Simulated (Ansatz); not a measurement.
VO2:
```cif
data_O4V2
_chemical_formula_sum 'V2 O4'
_space_group_name_H-M_alt 'P 1'
_space_group_IT_number 1
_cell_length_a 4.53573
_cell_length_b 4.53573
_cell_length_c 2.80304
_cell_angle_alpha 90.000
_cell_angle_beta 90.000
_cell_angle_gamma 90.000
loop_
_space_group_symop_operation_xyz
  'x, y, z'
loop_
_atom_site_label
_atom_site_type_symbol
_atom_site_fract_x
_atom_site_fract_y
_atom_site_fract_z
_atom_site_occupancy
V1 V 0.00000 0.00000 0.00000 1
V2 V 0.50000 0.50000 0.50000 1
O1 O 0.29902 0.29902 0.00000 1
O2 O 0.79902 0.20098 0.50000 1
O3 O 0.20098 0.79902 0.50000 1
O4 O 0.70098 0.70098 0.00000 1
```
Starting moments (μB, in the order of the atoms V V O O O O): 1.1 1.1 0.0 0.0 0.0 0.0.

Relaxed with PBEsol.

Task: Which orbitals make up the states near the Fermi level in PBEsol (plane waves, PAW; program Ansatz)?

Result: Within 0.5 eV of the Fermi level: V 3d 83 %, O 2p 16 %. Projections are on Löwdin-orthogonalised atomic valence shells; empty p or d shells of many metals are not among them.

Task: Tabulate the density of states.

Result: States/eV per cell of 6 atoms, in 0.25 eV bins, energy from the Fermi level.

```tsv
E (eV)	total	O 2p	V 3d	O 2s
-7.85	0.25	0.17	0.06	0.00
-7.60	0.98	0.66	0.25	0.01
-7.35	1.83	1.25	0.48	0.02
-7.10	3.62	2.52	0.93	0.02
-6.85	5.57	3.99	1.35	0.03
-6.60	6.78	4.91	1.65	0.02
-6.35	6.64	4.77	1.69	0.02
-6.10	3.85	2.71	1.05	0.02
-5.85	2.88	2.03	0.77	0.03
-5.60	4.40	3.11	1.15	0.05
-5.35	4.15	3.07	0.93	0.06
-5.10	3.95	3.03	0.75	0.07
-4.85	4.40	3.46	0.76	0.07
-4.60	5.19	4.31	0.67	0.06
-4.35	5.14	4.33	0.62	0.05
-4.10	4.16	3.44	0.59	0.04
-3.85	4.85	4.01	0.71	0.03
-3.60	4.79	3.89	0.81	0.03
-3.35	5.18	4.31	0.78	0.02
-3.10	3.70	3.13	0.51	0.02
-2.85	4.32	3.78	0.48	0.02
-2.60	4.50	4.10	0.34	0.02
-2.35	2.78	2.59	0.16	0.01
-2.10	1.18	1.11	0.06	0.00
-1.85	0.68	0.64	0.04	0.00
-1.60	0.21	0.19	0.02	0.00
-1.35	0.00	0.00	0.00	0.00
-1.10	0.06	0.00	0.06	0.00
-0.85	0.65	0.06	0.58	0.00
-0.60	1.97	0.22	1.72	0.01
-0.35	2.61	0.41	2.16	0.01
-0.10	2.97	0.48	2.45	0.01
0.15	3.14	0.52	2.57	0.02
0.40	4.92	0.72	4.13	0.02
0.65	6.12	0.92	5.10	0.02
0.90	5.19	0.92	4.18	0.02
1.15	5.01	1.06	3.85	0.02
1.40	4.75	0.99	3.67	0.02
1.65	4.11	0.65	3.38	0.02
1.90	2.88	0.58	2.23	0.01
2.15	2.62	0.65	1.91	0.02
2.40	1.62	0.27	1.18	0.13
2.65	1.93	0.33	1.36	0.18
2.90	1.48	0.28	1.02	0.14
3.15	2.84	0.45	2.01	0.30
3.40	3.26	0.68	2.21	0.28
3.65	2.63	0.65	1.73	0.18
3.90	4.26	1.25	2.71	0.20
4.15	3.23	0.99	2.04	0.13
4.40	3.73	1.18	2.34	0.12
4.65	3.06	1.06	1.86	0.07
```

Space group P4_2/mnm (rutile). This is a known high-temperature phase of the composition, computed here at zero pressure and temperature. The cell was relaxed with PBEsol under the symmetry of its start; its stability against distortions is not shown here. The final state is ferromagnetic, chosen from 2 collinear starts compared on coarse meshes (ties went to the first, and starts can fall back to one state), not a proven ground state. No Hubbard U is applied. The compound may be a true metal, but semilocal functionals without U, or a wrong spin order, can also close a gap.

Potentials: the later of the program's two PAW sets.
